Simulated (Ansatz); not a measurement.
A distorted cell of Zr (hcp, Mg type):

```yaml
crystal:
  lattice:
    - [3.23160, 0.00000, 0.00000]
    - [-1.61580, 2.79864, 0.00000]
    - [0.00000, 0.00000, 5.17363]
  atoms:
    - { symbol: Zr, position: [0.33333, 0.66667, 0.75000] }
    - { symbol: Zr, position: [0.91422, 0.33333, 0.25000] }
```

Computed with PBE (plane waves to 420 eV, PAW, scalar-relativistic; Ansatz, a first-principles code). k mesh 13×13×7 (Γ-centred), Fermi-Dirac smearing 0.05 eV. E stands for the smeared free energy. Compression counts positive. With partly filled bands, energies and forces of such displacements shift with the k mesh and the smearing. The PAW data are Ansatz's earlier set. Zr is run without spin polarisation. Zr was relaxed with its symmetry unable to fall.

Problem. Predict the force on every atom, in eV/Å.

Solution. 
| atom | Fx | Fy | Fz |
|---|---|---|---|
| Zr1 | 0.442 | 0.362 | 0.000 |
| Zr2 | -0.442 | -0.362 | 0.000 |

Problem. What is the stress tensor (GPa)?

Solution. 
```
   -2.0      1.6      0.0
    1.6     -3.6      0.0
    0.0      0.0      0.3
```
The pressure, a third of the trace, is -1.8 GPa.

Problem. In it atom 2 sits (0.800, 0.000, 0.000) Å away from its relaxed site. What is its energy relative to the relaxed cell?

Solution. 217 meV/cell.

(A displaced cell: forces are minus the slopes of the energy, force constants its curvatures, and phonons follow from these.)
